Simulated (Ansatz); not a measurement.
Starting cell, ZnS (wurtzite):

```yaml
crystal:
  lattice:
    - [3.78216, 0.00000, 0.00000]
    - [-1.89108, 3.27544, 0.00000]
    - [0.00000, 0.00000, 6.20766]
  atoms:
    - { symbol: Zn, position: [0.66667, 0.33333, 0.99968] }
    - { symbol: Zn, position: [0.33333, 0.66667, 0.49968] }
    - { symbol: S, position: [0.66667, 0.33333, 0.62552] }
    - { symbol: S, position: [0.33333, 0.66667, 0.12552] }
```

Scan: atom 4 (S, nearest neighbour Zn at 2.319 Å; its periodic images, 3.8 Å or more away, move with it) is displaced along Cartesian x, direction (1.000, 0.000, 0.000) in Cartesian axes, by s. The other atoms stay.

These are PBEsol (plane waves to 420 eV, PAW, scalar-relativistic; Ansatz, an electronic-structure program) values and carry that method's errors. k mesh 8×8×5 (Γ-centred), Fermi-Dirac smearing 0.05 eV. E stands for the smeared free energy. ZnS was relaxed with its symmetry unable to fall. The zero of ΔE is the undisplaced structure.

The scan covers s from -0.700 to 0.700 Å in 11 points.

Question: Is the energy the same for equal positive and negative displacements?

Answer: Even: the same for both signs. With its periodic images moving along, the atom's site symmetry in this cell is 3m..

Question: What force acts on the atom along the line at s = -0.700 Å?

Answer: 7.81 eV/Å.

Question: What is the energy change at s = 0.700 Å?

Answer: 2225 meV/cell.

Question: What is the force constant k = d²E/ds² of this move at s = 0?

Answer: 6.82 eV/Å².

(For displaced atoms, the force is minus the slope of the energy, and its curvature is a force constant, which sets phonon frequencies.)
